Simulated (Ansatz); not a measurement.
C:
```
CELL_PARAMETERS angstrom
     -2.05247     2.05247     2.05247
      2.05247    -2.05247     2.05247
      2.05247     2.05247    -2.05247
ATOMIC_POSITIONS crystal
  C  0.00000 0.25000 0.50000
  C  0.25000 0.50000 0.00000
  C  0.50000 0.00000 0.25000
  C  0.25000 0.25000 0.25000
```

This is the r²SCAN-relaxed structure.

Task: All from r²SCAN (plane waves, PAW; program Ansatz), unless another level is named. Give the electronic character.

Result: metallic (no gap).

Task: Give the density of states at the Fermi level.

Result: 0.61 states/eV per atom (mean over ±0.08 eV).

Space group I4_132. The start of the workflow was typed in or built on a structure type; neither database checked (COD, Materials Project) lists it. It is not the phase usual at ambient conditions (space group No. 194, 227). Symmetry was held in the r²SCAN relaxation. At this level the phase is mechanically unstable.

Potentials: the earlier of the program's two PAW sets.
